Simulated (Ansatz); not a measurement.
**What moves the field gradients of SiO2?**

Cell of run 1: an entry of the Crystallography Open Database (COD), atoms as given.

Space group P4_12_12 (No. 92); a = 4.9860, c = 6.9770 Å.

| site | Wyckoff | site symmetry | x | y | z |
| --- | --- | --- | --- | --- | --- |
| Si | 4a | ..2 | 0.2988 | 0.2988 | 0.0000 |
| O | 8b | 1 | 0.2408 | 0.1017 | 0.1766 |

One atom of each set is listed.

Relaxed positions (PBE, cell held):

Si (0.3032, 0.3032, 0.0000)
O (0.2376, 0.1127, 0.1831)

All runs are DFT with Ansatz 0.2.0 (plane waves and PAW, scalar-relativistic unless spin–orbit coupling is named, Γ-centred meshes, Fermi–Dirac smearing where given) in this cell.

Run 1: PBE, gradients read without the response of the cores, atoms as given; 420 eV, 5×5×4 k-points, smearing 0.02 eV.
Run 2: PBE, gradients read without the response of the cores, atoms relaxed; 420 eV, 5×5×4 k-points, smearing 0.02 eV.
Run 3: r2SCAN, gradients read without the response of the cores, at the relaxed atoms; 500 eV, 5×5×4 k-points, smearing 0.02 eV.

```csv
run,Si V_zz (η),O V_zz (η)
1,-0.30 (0.48),9.52 (0.12)
2,?,?
3,-0.34 (0.66),9.74 (0.18)
```

V_zz in 10²¹ V/m².

(1) Estimate the row of run 2.

Results:

(1) Si: -0.33 (0.71); O: 9.82 (0.18). It lies nearest to run 3, from whose tensors on these sites it differs by 0.09 at most (largest principal value of the difference, on O). Taken one at a time, the positions of the atoms (as given or relaxed) move the tensors on these sites by up to 0.46 (largest principal value of the change, on O), the functional (r2SCAN with its higher cutoff) by 0.09 (O).

In runs 1, 3 the atoms aren't at the calculated equilibrium (largest force 0.47, 0.30 eV/Å). The cell isn't the equilibrium one in run 1 (calculated pressure 7 GPa), and the entry's cell may itself be off.
